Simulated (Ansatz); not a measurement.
SiNF:
```
SiNF
1.0
    2.88227     0.00000     0.00000
    0.00000     4.78704     0.00000
    0.00000     0.00000     4.81069
Si N F
2 2 2
Direct
  0.00000   0.38750   0.99137
  0.50000   0.61250   0.49137
  0.50000   0.48252   0.82399
  0.00000   0.51748   0.32399
  0.00000   0.05720   0.01797
  0.50000   0.94280   0.51797
```

Relaxed with LDA.

Question: Give the optical modes at the zone centre with their infrared activity from DFPT, LDA (plane waves, PAW; program Ansatz).

Answer: Transverse frequencies, without the LO–TO term; a row sums one degenerate level.

```csv
ω (cm⁻¹),degeneracy,IR ((D/Å)²/amu),activity,symmetry
132,1,0.32,IR,A1
164,1,0.00,IR-inactive,A2
215,1,2.14,IR,B1
247,1,0.00,IR-inactive,B2
319,1,0.74,IR,A1
342,1,0.00,IR-inactive,A2
432,1,6.42,IR,A1
514,1,3.33,IR,B2
701,1,0.97,IR,B2
852,1,9.79,IR,B2
906,1,4.97,IR,A1
907,1,45.71,IR,B1
914,1,0.00,IR-inactive,A2
954,1,33.97,IR,A1
1018,1,6.87,IR,B2
```

Question: How high does the top mode go among those that the LO–TO term moves?

Answer: 1131 cm⁻¹ for q along x, 1080 cm⁻¹ for q along y, 1149 cm⁻¹ for q along z.

Space group Pmn2_1. The start of the workflow was typed in or built on a structure type; neither database checked (COD, Materials Project) lists it. Whether it is the stable phase at ambient conditions was not checked. Symmetry was held in the LDA relaxation; its stability against distortions is not shown here. The volume moved by -42 % from the start of the relaxation. A crystal of weakly bound layers computed without a dispersion correction: the cell and the soft elastic constants depend strongly on that.

Potentials: the earlier of the program's two PAW sets. The files were generated under PBE; for other functionals the program regenerates the frozen cores, and for LDA and PBEsol the local potential too.
